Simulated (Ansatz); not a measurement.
Theory: Ansatz, DFT PBE, scalar-relativistic, plane waves, PAW. Settings: cutoff 420 eV, Γ-centred meshes spaced at most about 0.3 Å⁻¹, and about 0.25 Å⁻¹ or finer for metals (2π included), Gaussian smearing. No spin polarisation in the final relaxations.

All energies are static (0 K, no zero-point motion).

Two relaxed structures of Sb5O:

A.

```xyz
6
Lattice="5.8843 0.0000 0.0000 -2.9421 5.0959 0.0000 0.0000 0.0000 5.6508" Properties=species:S:1:pos:R:3 pbc="T T T"
Sb    2.9421    0.0000    2.8254
Sb    1.4711    2.5480    2.8254
Sb   -1.4711    2.5480    2.8254
Sb    0.0000    3.3973    0.0000
Sb    2.9421    1.6986    0.0000
O     0.0000    0.0000    0.0000
```

B.

```xyz
6
Lattice="6.1201 0.0000 0.0000 -3.0600 5.3002 0.0000 0.0000 0.0000 7.2908" Properties=species:S:1:pos:R:3 pbc="T T T"
Sb    0.0000    0.0000    1.6438
Sb    0.0000    0.0000    5.6469
Sb    3.0600    0.0000    0.0000
Sb   -1.5300    2.6501    0.0000
Sb    1.5300    2.6501    0.0000
O     0.0000    0.0000    3.6454
```

Question: Which is lower in energy, and by how much?

Answer: B is lower, by 0.45 eV/atom. A has space group P6/mmm (No. 191), 28.2 Å³/atom and no gap on its mesh; B has space group P6/mmm (No. 191), 39.4 Å³/atom and no gap. Counting Sb atoms around O (those within 1.25 times the shortest such distance or 1.15 times the sum of covalent radii; a plus sign parts nearer from farther groups; the shortest distance is added where it is long for a bond), A has O 6+12 from 3.4 Å and B has O 2. A holds Sb–Sb nets (shortest 2.94 Å); in B the shortest Sb–Sb distance is 3.06 Å, near bonding range too. The lower one is the more open, so pressure narrows the difference. Even the lower one lies +0.17 eV/atom against the reference forms of the elements (uncorrected), so neither is stable at this level. In A, Sb on a site of symmetry mmm is surrounded by 4 Sb at 2.94 Å and 4 Sb at 3.30 Å; Sb on a site of symmetry -6m2 is surrounded by 9 Sb at 3.30–3.40 Å and 3 O at 3.40 Å; O has 6 Sb at 3.40 Å (long contacts). In B, Sb on a site of symmetry 6mm has 1 O at 2.00 Å and 7 Sb at 3.29–3.47 Å; Sb on a site of symmetry mmm is surrounded by 4 Sb at 3.06 Å and 4 Sb at 3.47 Å; O has 2 Sb at 2.00 Å. Both come from invented guesses. A third cell relaxed alike, in I4/mmm, lies 94 meV/atom below the lower of the two.

Spin–orbit coupling, which can matter for Sb, is left out. A magnetic state wasn't ruled out in cells without spin, among them P6/mmm at 28.2 Å³/atom, P6/mmm at 39.4 Å³/atom. Cells relaxed within their symmetry can be saddle points.
